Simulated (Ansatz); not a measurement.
AlNi$_{3}$:
```yaml
crystal:
  lattice:
    - [3.51907, 0.00000, 0.00000]
    - [0.00000, 3.51907, 0.00000]
    - [0.00000, 0.00000, 3.51907]
  atoms:
    - { symbol: Ni, position: [0.00000, 0.50000, 0.50000], spin: 0.3 }
    - { symbol: Ni, position: [0.50000, 0.50000, 0.00000], spin: 0.3 }
    - { symbol: Ni, position: [0.50000, 0.00000, 0.50000], spin: 0.3 }
    - { symbol: Al, position: [0.00000, 0.00000, 0.00000], spin: 0.0 }
```

This is the PBEsol-relaxed structure.

### Question
All from PBEsol in the plane-wave PAW code Ansatz, unless another level is named. Estimate the Poisson's ratio.

### Answer
0.30.

### Question
Give the elastic constants (relaxed ions, GPa).

### Answer
C11 = 266, C12 = 172, C44 = 144.

Space group Pm-3m (Cu3Au type). The PBEsol relaxation kept the symmetry of its start. Spin order of the final state: ferromagnetic, the only order run, not a proven ground state. As this level gives no gap, shear constants depend on the k-mesh and smearing (Fermi–Dirac, 0.1 eV here).

Potentials: the later of the program's two PAW sets.
